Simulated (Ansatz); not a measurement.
MoSe, relaxed from a rocksalt start to space group I4/mmm (read at 0.02 Å)

Computed with Ansatz (plane waves, PAW, 420 eV cutoff): PBE, scalar-relativistic, collinear spin, 12×12×6 k-mesh, Gaussian smearing of 0.05 eV; PAW files: Ansatz's generated set soft_2.

```xyz
4
Lattice="0.0000 2.6825 2.6825 5.3373 2.6825 2.6825 5.3373 5.3651 0.0000" Properties=species:S:1:pos:R:3 pbc="T T T"
Mo    2.6687    2.6825    2.6825
Se    0.0000    0.0000    0.0000
Mo    5.3373    5.3651    2.6825
Se    2.6687    2.6825    0.0000
```

The structure was built from a prototype; whether the compound forms in it isn't claimed.

Magnetic state: antiferromagnetic, site spin moments Mo 2.03, -2.03 μB.

The cell above was scaled in volume, and shape and atoms were relaxed at each volume within its symmetry. Energies are counted from the cell above.

The cell is relaxed to zero pressure at this level.

| V (Å³/atom) | ΔE (meV/atom) | P (GPa) | largest moment (μB) |
| --- | --- | --- | --- |
| 18.15 | 15.9 | 5.1 | 1.74 |
| 18.44 | 8.1 | 3.5 | 1.82 |
| 18.82 | 2.1 | 1.6 | 1.93 |
| 19.20 | 0.0 | 0.0 | 2.03 |
| 19.59 | 1.8 | -1.6 | 2.12 |
| 19.97 | 7.3 | -3.0 | 2.19 |
| 20.55 | ? | ? | ? |
| 21.12 | 41.9 | -6.3 | 2.41 |

(1) Fill in the withheld row.

(2) What do the points give for the equilibrium volume, the bulk modulus and its pressure derivative (third-order Birch–Murnaghan)?

Answers:

(1) ΔE (meV/atom): 21.6, P (GPa): -4.9, largest moment (μB): 2.30.

(2) V0 = 19.20 Å³/atom, B0 = 81 GPa, B0′ = 3.7.

B0·V0 = 81.1 GPa × 19.20 Å³ = 9.72 eV/atom sets the scale: near the minimum ΔE ≈ ½ B0 V0 x², with x = V/V0 − 1, and a pressure of 0.8 GPa squeezes the volume by about 1 %. At the ends of the curve: x = −5.5 % predicts 14.6 meV/atom and the run gives 15.9; x = +10.0 % predicts 48.7 meV/atom and the run gives 41.9. Compression costs more and expansion less than the parabola says, since the crystal stiffens as it shrinks; B0′ measures that.

The site moments grow with the volume, as the open shell mixes less with its neighbours.

The moments change along the equation of state, so B0 holds a magnetic softening and is less sure. The run wasn't fully tested for a lower electronic state. Site moments are of spin, integrated over atomic spheres. The run is a metal.
